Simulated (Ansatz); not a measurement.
The relaxed structure here is a generated cell of Ti3Al: the first start was made by a random draw of sites in a space group, and the end was not matched to a known phase here, so it may be hypothetical. Known forms of Ti3Al include space group No. 194.

One stationary structure of Ti3Al. Space group P4/mmm (No. 123). The numbers are results of r2SCAN (plane waves to 500 eV, PAW, scalar-relativistic; Ansatz, a quantum-chemistry and plane-wave program), not measurements.

Space group P4/mmm (No. 123); a = b = 4.6869 Å, c = 3.0365 Å, α = β = γ = 90.00°

```
atom  site  symmetry       x       y       z
----  ----  --------  ------  ------  ------
Al      1b     4/mmm  0.0000  0.0000  0.5000
Ti      1d     4/mmm  0.5000  0.5000  0.5000
Ti      2f      mmm.  0.0000  0.5000  0.0000
```

| Item | Result |
|---|---|
| Volume per atom | 16.68 Å³ |
| Band gap | zero (metallic) |
| Shortest distances | Al–Ti 2.79 Å; Ti–Ti 2.79 Å; Al–Al 3.04 Å |
| k-mesh | 10×10×15 |

Band energies at high-symmetry points (eV from the Fermi level; labels of this space group; no spin-orbit coupling), from −5 eV up to 1.0 eV:

| point | energies |
|---|---|
| Γ | -3.34 -2.13 -1.85 -1.62 -1.06 -1.06 0.59 0.59 |
| X | -2.34 -2.05 -1.03 -0.46 -0.21 0.74 0.77 |
| M | -4.16 -4.16 -2.74 -0.24 -0.24 0.51 0.83 0.83 |
| Z | -4.18 -4.15 -1.85 -1.85 -1.15 -0.18 -0.18 0.07 0.38 0.88 0.88 |
| R | -3.97 -3.35 -2.47 -1.80 -1.02 -0.95 -0.77 -0.30 -0.08 0.73 1.00 |
| A | -4.54 -2.21 -2.21 -2.19 -1.91 -0.73 -0.23 -0.23 0.53 0.53 0.99 |

No spin polarisation in the result.

The run could not lose the symmetry of its start, so the end can be a saddle point.
